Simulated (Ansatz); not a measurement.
CdTe (zinc blende)

```
CdTe
1.0
    0.00000     3.27881     3.27881
    3.27881     0.00000     3.27881
    3.27881     3.27881     0.00000
Te Cd
1 1
Cartesian
  4.91821   4.91821   4.91821
  0.00000   0.00000   0.00000
```

In this cell atom 1 (Te, nearest neighbour Cd at 2.840 Å; its periodic images, 4.6 Å or more away, move with it) is moved by s towards the nearest neighbour, unit vector (0.577, 0.577, 0.577); all other atoms and the cell stay fixed.

Calculation: r2SCAN (plane waves to 500 eV, PAW, scalar-relativistic; Ansatz, an electronic-structure program). k mesh 7×7×7 (Γ-centred), Fermi-Dirac smearing 0.05 eV. E stands for the smeared free energy. CdTe was relaxed with its symmetry unable to fall. Spin-orbit coupling is left out, though Te is heavy. The zero of ΔE is the undisplaced structure.

| s (Å) | ΔE (meV/cell) |
|---|---|
| -0.280 | 111.4 |
| -0.224 | 76.6 |
| -0.168 | withheld |
| -0.112 | 22.1 |
| -0.056 | 5.9 |
| 0.000 | 0.0 |
| 0.056 | 6.9 |
| 0.112 | 29.6 |
| 0.168 | 71.6 |
| 0.224 | 137.3 |
| 0.280 | 231.6 |

Question: Fit a polynomial form (powers 2, 3, 4) to the given rows and predict ΔE at s = -0.168.

Answer: Least squares on the 10 given rows: ΔE = (2029)·s² + (2729)·s³ + (2028)·s⁴, in meV/cell with s in Å; root-mean-square residual 0.19 meV/cell. At -0.168 the fit gives 45.9 meV/cell; the calculation gives 46.3 meV/cell, so the interpolation is off by -0.4 (-0.9 %). The quadratic term alone would give 57.3 meV/cell.

(A displaced cell: forces are minus the slopes of the energy, force constants its curvatures, and phonons follow from these.)
